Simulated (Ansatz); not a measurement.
ZrP₂O₇: checking a database structure before trusting its electric field gradients

The cell is a structure deposited in the COD, atoms as given.

Space group Pbca (No. 61); a = 8.2450, b = 8.2450, c = 8.2450 Å.

```csv
site,Wyckoff,site symmetry,x,y,z
Zr,4a,-1,0.0000,0.0000,0.0000
P,8c,1,0.3970,0.3960,0.3970
O13,8c,1,0.2290,0.4200,0.4430
O21,8c,1,0.4400,0.2310,0.4200
O29,8c,1,0.4280,0.4370,0.2260
O37,4b,-1,0.5000,0.5000,0.5000
```

One atom of each set is listed.

Computed with Ansatz: DFT, PBE, plane waves and PAW, scalar-relativistic, 420 eV cutoff, Γ-centred 3×3×3 k-points, Fermi–Dirac smearing 0.02 eV.

(1) Do the atoms and the cell lie near the calculated equilibrium?

Answers

(1) No. The largest force is 7.2 eV/Å, on atom 22 (O: 1 P at 1.42 Å, 1 Zr at 2.08 Å, angle 169°), and the pressure is 27.8 GPa. Such values can come from a cell under pressure, imprecise or misplaced coordinates, missing atoms or a wrong setting of the space group; the run alone doesn't tell which, and gradients calculated on this entry can't be taken for those of the compound at ambient conditions.
